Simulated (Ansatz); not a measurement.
SnBi$_{2}$Sb$_{2}$ in Ansatz, settings compared

Launch command:

```bash
ansatz run input.yaml --threads 1 --pin off --max-ram 2560MiB --backend cpu --events-out ev --progress --plain --runs-dir out
```

Input:

```yaml
crystal:
  lattice:
    - [0.0, 0.0, 6.824195]
    - [7.192739, -3.794873, 3.412098]
    - [7.192739, 3.794873, -3.412098]
  atoms:
    - { symbol: Sb, position: [0.34, 0.0129, 0.6929] }
    - { symbol: Sb, position: [0.66, 0.9871, 0.3071] }
    - { symbol: Sb, position: [0.16, 0.6929, 0.0129] }
    - { symbol: Sb, position: [0.84, 0.3071, 0.9871] }
    - { symbol: Sn, position: [0.25, 0.5, 0.5] }
    - { symbol: Sn, position: [0.75, 0.5, 0.5] }
    - { symbol: Bi, position: [0.3252, 0.773, 0.4234] }
    - { symbol: Bi, position: [0.6748, 0.227, 0.5766] }
    - { symbol: Bi, position: [0.1748, 0.4234, 0.773] }
    - { symbol: Bi, position: [0.8252, 0.5766, 0.227] }
  symmetry: { tolerance: 0.0003 }
kpoints:
  mp_grid: { grid: [4, 4, 4], shift: [0, 0, 0] }
magnetization:
  spin_polarized: false
scf:
  occupations: { method: fermi_dirac }
hamiltonian:
  pseudopotentials: { kind: paw }
  xc: pbe
basis:
  ecutwfc: 420
output:
  forces: true
  stress: true
  eigenvalues: true
  write_density: true
  write_potential: true
  elf: true
  volumetric_format: npy
```

Origin of the cell: a known structure type with other elements, at an estimated volume, so it need not be a known compound.

The smearing width isn't typed, so it takes its default of 0.1 eV.

Output of this run (shortened):

```
Pseudopotentials: kind: paw
Pseudopotential: Sb, paw, valence charge 15, recommended cutoff 420 eV (normal), Sb.paw.azcp
Pseudopotential: Sn, paw, valence charge 14, recommended cutoff 420 eV (normal), Sn.paw.azcp
Pseudopotential: Bi, paw, valence charge 15, recommended cutoff 420 eV (normal), Bi.paw.azcp
Functional definition: PBE
  exchange = pbe_x(kappa = kappa, mu = beta*pi^2/3)
  correlation = pbe_c(beta = beta)
Crystal: 10 atoms, lattice volume = 372.540 Å³
Basis set: ecut = 420 eV, 7291 PW (Γ), exchange–correlation on 96×120×120 points (8 copies of the dense FFT grid, shifted against one another)
Bands: 89, of which v1, the nominal top of the filled ones, is band 74 counted from 1 (73 counted from 0)
Symmetry: 8 space group operations
Space group: Ibam (ITA 72), of the structure as read, at distance tolerance 2.2e-3 Å
[… 7 lines left out …]
Initial density: superposition of atomic densities (neutral atoms: chi_scale 0, normalization atom), corrected by the library's trained network
Functional: x = pbe(κ = 0.804, μ = 0.219515), c = pbe(β = 0.066725)
SCF iter   1: F=—  HF=-87561.451517 eV  Δρ=1.74e-3  dr2=2.15e-2  defer=16
SCF iter   2: F=—  HF=-87561.452706 eV  Δρ=7.71e-4  dr2=4.29e-3  defer=17
SCF iter   3: F=—  HF=-87561.452027 eV  Δρ=3.09e-4  dr2=4.01e-4  defer=17
SCF iter   4: F=—  HF=-87561.451956 eV  Δρ=8.66e-5  dr2=4.07e-5  defer=17
SCF iter   5: F=—  HF=-87561.451798 eV  Δρ=2.99e-5  dr2=3.10e-6  defer=17
SCF iter   6: F=—  HF=-87561.451798 eV  Δρ=6.36e-6  dr2=2.26e-7  defer=17
SCF iter   7: F=-87561.451798 eV  HF=-87561.451798 eV  Δρ=2.11e-6  dr2=1.99e-8
SCF 1 converged in 7 iterations: F = -87561.451798 eV  dr2 = 1.99e-8
SCF converged after 7 iterations
Free energy (F): -87561.451798 eV
Harris-Foulkes:  -87561.451798 eV  (|F-HF|=6.40e-10)
Internal energy: -87561.144001 eV  (E = F + TS)
E sigma→0 (E₀):  -87561.297899 eV
Entropy (-TS):   -0.307797 eV (-30.780 meV/atom)
Fermi energy:    7.580479 eV
--- Per-component energies (eV) ---
  E_band       = -1633.938829
  E_kinetic    = 2417.100681
  E_local      = -17646.066485  (includes V_loc(G=0)·N_el)
  E_nonlocal   = 3619.006454
  E_hartree    = 7475.803820
  E_xc         = -1922.019907
  E_vxc        = -1151.207219  (∫ρ·V_xc dr)
  E_paw        = -69222.900744  (= ΣΔE_a)
  E_vpaw       = -3824.373541  (= ΣTr[D̂ρ^β])
  E_aug_tail   = -0.001755  (compensation charges beyond the density's cutoff)
  E_ewald      = -12282.066065
  E_smearing   = -0.307797  (= −TS)
  Σ components = -87561.451798   (vs F -87561.451798, Δ=0.00e0)
--- Forces (eV/Å), atoms counted from 1 ---
  atom   1  Sb     0.023008     0.278717    -0.000000
  atom   2  Sb    -0.023008    -0.278717     0.000000
  atom   3  Sb     0.023008    -0.278717     0.000000
[… 2 lines left out …]
  atom   6  Sn     0.000000     0.000000    -0.000000
  atom   7  Bi     4.607721    -4.411209     0.000000
  atom   8  Bi    -4.607721     4.411209    -0.000000
  atom   9  Bi     4.607721     4.411209    -0.000000
  atom  10  Bi    -4.607721    -4.411209     0.000000
  max |Σ_I F_I| component: 1.78e-15 eV/Å
--- Stress (GPa, compression-positive) ---
        4.567354      -0.000000       0.000000
       -0.000000       4.014417       0.000001
        0.000000       0.000001      13.467462
  P = ⅓ Tr σ = 7.3497 GPa (73.497 kbar)
```

The same input was run again with these changes:

1. `scf.algorithm` default → density_mixing
2. `scf.algorithm` default → direct_min
3. `accuracy` default → low; `scf.occupations.method` fermi_dirac → gaussian; `scf.occupations.width` default → 0.1; `basis.xc_grid` default → 2
4. `scf.convergence.dr2_threshold` default → 1.0e-14; `scf.max_iter` default → 60

```tsv
run	end	SCF iterations	P (GPa)	max force component (eV/Å)	moment (μB)	ΔE(σ→0) (meV/atom)
base	converged	7	7.35	4.608	–	0
1	converged	7	7.35	4.608	–	0.00
2	converged	6	7.35	4.608	–	0.00
3	converged	7	7.27	4.612	–	-0.62
4	converged	14	7.35	4.608	–	0.00
```

Energies are compared only where functional, datasets, charge and starting cell are the same.

Caveats of the base run: no spin-orbit coupling, though heavy elements are present; the k mesh is coarse if the cell is a metal.

The base run ran for 28 s on 1 thread of Intel(R) Xeon(R) 6975P-C (Granite Rapids) (shared host), peak memory 0.97 GiB, from the program's own first density.
